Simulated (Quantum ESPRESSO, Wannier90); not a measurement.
Wannier functions of Se (R-3)

```
Se
1.0
    0.00000     0.00000     4.83952
   -5.65532    -3.26510    -1.61317
    5.65532    -3.26510    -1.61317
Se
6
Direct
  0.09273   0.24359   0.36682
  0.90727   0.75641   0.63318
  0.72591   0.63318   0.87677
  0.27409   0.36682   0.12323
  0.84914   0.12323   0.75641
  0.15086   0.87677   0.24359
```

Materials Project entry mp-147; symmetrised, unrelaxed at this level. COD (Crystallography Open Database) has the formula in 4 space groups, this one among them (matched by group alone). Level: PBEsol, no spin polarisation, no spin-orbit coupling; pw.x of Quantum ESPRESSO at 69 Ry with PseudoDojo potentials, 4×4×4 k-points, Wannier90. Density: 8×8×8 mesh, cold smearing 0.01 Ry. The cell is built of weakly bound layers, chains or molecules, whose nearest atoms lie 3.42 Å apart. Database cells relaxed without dispersion often hold them too far apart, which can enlarge gaps and weakens couplings between them; spacing and stacking were not compared with the measured crystal. Spin-orbit coupling, left out, would split the p-like bands by a few tenths of an eV.

Functional, cutoff and mesh named above are those of the base row (1); the first column says what each row takes instead. Model: 18 functions from bands 31-48, start SCDM (isolated) (the valence bands). Energies are relative to the valence-band maximum; the misfit is to pw.x on a path, for all bands of the set. The lattice is scaled uniformly, fractional positions fixed. Ω_total can sit in another minimum from row to row; Ω_I of an isolated set cannot.

```
scale  Ω_I (Å²)  Ω_total (Å²)  rms misfit (meV)  gap (eV)  bottom of band 31 (eV)
-----  --------  ------------  ----------------  --------  ----------------------
0.98      27.55         30.95               6.6      1.45                  -15.88
0.99      27.82         31.19               6.2      1.40                  -15.65
1         28.09         31.43               5.7      1.35                  -15.43
1.01      28.36         31.68               5.3      1.30                  -15.22
1.02      28.63         31.94               4.9      1.26                  -15.02
```
